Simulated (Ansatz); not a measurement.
Values for one crystal, relaxed and computed with DFT-r²SCAN in the program Ansatz with PAW potentials; other levels are named.

- Volume per atom: 10.40 Å³
- Electronic character: metallic (no gap)
- Density of states at the Fermi level: 0.52 states/eV per atom (mean over ±0.08 eV)
- Young's modulus: 467 GPa
- Bulk modulus (Birch–Murnaghan fit): 382 GPa
- Z2 indices of the occupied bands with spin–orbit coupling: 0;(000)
- Poisson's ratio: 0.30

Task: Which of these materials gives this?
(A) SiMo2C, P6_3/mmc (Si on 2d, Mo on 4f, C on 2a)
(B) ZrC, CsCl type
(C) SnC8, Amm2 (Pearson symbol oS18)
(D) WC, rock salt

Result: D, WC, rock salt

Space group Fm-3m (rock salt). The workflow started from a Materials Project entry (that database holds measured and hypothetical structures alike); the Crystallography Open Database copy checked does not list it. It is not the phase usual at ambient conditions (space group No. 187). The cell was relaxed with r²SCAN under the symmetry of its start; its stability against distortions is not shown here. No spin polarisation was allowed. Its formation energy is positive at this level, so the cell may be metastable or incomplete. Spin–orbit coupling is left out wherever it is not named.

Potentials: the earlier of the program's two PAW sets.
